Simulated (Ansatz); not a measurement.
Consider the following.

Pd:
```
Pd
1.0
    0.00000     1.93751     1.93751
    1.93751     0.00000     1.93751
    1.93751     1.93751     0.00000
Pd
1
Direct
  0.00000   0.00000   0.00000
```

This is the PBEsol-relaxed structure.

Task: All from plane-wave PAW PBEsol (Ansatz code), unless another level is named. Estimate the Poisson's ratio.

Result: 0.37.

Task: Predict the elastic constants (relaxed ions, GPa).

Result: C11 = 249, C12 = 183, C44 = 87.3.

Space group Fm-3m (fcc (Cu type)). The cell was relaxed with PBEsol under the symmetry of its start. The run is not spin-polarised. As this level gives no gap, shear constants depend on the k-mesh and smearing (Fermi–Dirac, 0.1 eV here). On the denser mesh and wider smearing of the elastic run this cell carries a stress of 0.4 GPa.

Potentials: the later of the program's two PAW sets.
